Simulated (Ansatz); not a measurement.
Relaxed-ion elastic tensor of BN in space group Pnma (No. 62; B on 4c, N on 4c) in GPa (Voigt order), plane-wave PAW LDA (Ansatz code); density 3.15 g/cm³, 6.54 Å³ per atom.

```csv
,1,2,3,4,5,6
1,367,118,302,0.0,0.0,0.0
2,118,823,134,0.0,0.0,0.0
3,302,134,715,0.0,0.0,0.0
4,0.0,0.0,0.0,306,0.0,0.0
5,0.0,0.0,0.0,0.0,279,0.0
6,0.0,0.0,0.0,0.0,0.0,184
```

Question: Is the crystal mechanically stable?

Answer: Yes: the smallest eigenvalue of C is 184 GPa.

Question: Work out the Voigt, Reuss and Hill averages.

Answer: K_V = 335, K_R = 298, K_H = 316; G_V = 244, G_R = 196, G_H = 220 GPa.

Question: Give Young's modulus, Poisson's ratio, Pugh's ratio and the universal anisotropy index.

Answer: E = 9KG/(3K + G) = 536 GPa; ν = 0.22; K/G = 1.44 (brittle by the Pugh limit of 1.75); A_U = 5G_V/G_R + K_V/K_R − 6 = 1.33.

Question: Estimate the sound speeds and the Debye temperature.

Answer: v_l = √((K + 4G/3)/ρ) = 13900 m/s, v_t = √(G/ρ) = 8360 m/s, mean 9240 m/s; Θ = (h/k)(3n/4πV)^(1/3) v_m = 1470 K.

Question: How much does each axis shrink under pressure?

Answer: Linear compressibilities β_i = Σ_j S_ij (j = 1 to 3): x 2.2, y 0.85, z 0.31 per TPa.

The start of the workflow was typed in or built on a structure type; the Crystallography Open Database copy checked does not list it. It is not the phase usual at ambient conditions (space group No. 186, 194, 216). The LDA relaxation kept the symmetry of its start; phonons on a q-mesh show no instability. A crystal of weakly bound layers computed without a dispersion correction: the cell and the soft elastic constants depend strongly on that.

Potentials: the later of the program's two PAW sets.
